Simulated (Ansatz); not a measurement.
The relaxed structure here is a generated cell of Ti3Al: the first start was made by placing the elements on the sites of a structure type, and the end was not matched to a known phase here, so it may be hypothetical. Known forms of Ti3Al include space group No. 194.

A relaxed cell of Ti3Al (P6₃22 (No. 182)), relaxed on a k-mesh at least as fine as the one used below. Computed with r2SCAN (plane waves to 500 eV, PAW, scalar-relativistic; Ansatz, a program for electronic structure). Γ-centred k-mesh 5×5×11 on the run's cell (coarser than for final values), Fermi–Dirac smearing 0.05 eV.

```yaml
crystal:
  lattice:
    - [7.56103, 0.00000, 0.00000]
    - [-3.78051, 6.54804, 0.00000]
    - [0.00000, 0.00000, 2.91841]
  atoms:
    - { symbol: Ti, position: [0.30775, 0.00000, 0.00000] }
    - { symbol: Ti, position: [0.30775, 0.30775, 0.50000] }
    - { symbol: Ti, position: [0.00000, 0.30775, 0.00000] }
    - { symbol: Ti, position: [0.69225, 0.00000, 0.50000] }
    - { symbol: Ti, position: [0.69225, 0.69225, 0.00000] }
    - { symbol: Ti, position: [0.00000, 0.69225, 0.50000] }
    - { symbol: Al, position: [0.33333, 0.66667, 0.25000] }
    - { symbol: Al, position: [0.66667, 0.33333, 0.75000] }
```

The atoms are displaced by (Å):

```
atom      ux      uy      uz
----  ------  ------  ------
Ti1    0.100   0.085   0.067
Ti2   -0.071   0.166  -0.058
Ti3    0.077   0.062  -0.078
Ti4    0.127   0.092   0.033
Ti5   -0.017   0.070  -0.009
Ti6   -0.148  -0.183  -0.054
Al7   -0.052   0.113  -0.155
Al8   -0.097  -0.036  -0.225
```

Q: What forces (eV/Å) and pressure result?

A: 
```
atom     Fx     Fy     Fz
----  -----  -----  -----
Ti1   -1.17   0.18  -0.36
Ti2    0.51  -0.33   0.19
Ti3   -1.10   0.21   0.19
Ti4   -0.30  -0.45  -0.43
Ti5   -0.03  -0.64  -0.10
Ti6    1.68   1.27  -0.05
Al7    0.23  -0.12   0.27
Al8    0.18  -0.11   0.29
```

Pressure +1.1 GPa.

Q: Estimate the energy cost of the displacement in the harmonic approximation and compare with the calculation.

A: For a harmonic well ΔE = −½ Σ F·u = 0.539 eV a cell, or 67 meV/atom. The calculated energy relative to the undisplaced cell is +0.07 eV/atom, so the harmonic estimate holds well.

The undisplaced cell is probably no minimum: from this displacement the run went on to P2₁/m (No. 11), 0.40 eV/atom below it.

No spin polarisation in the result.
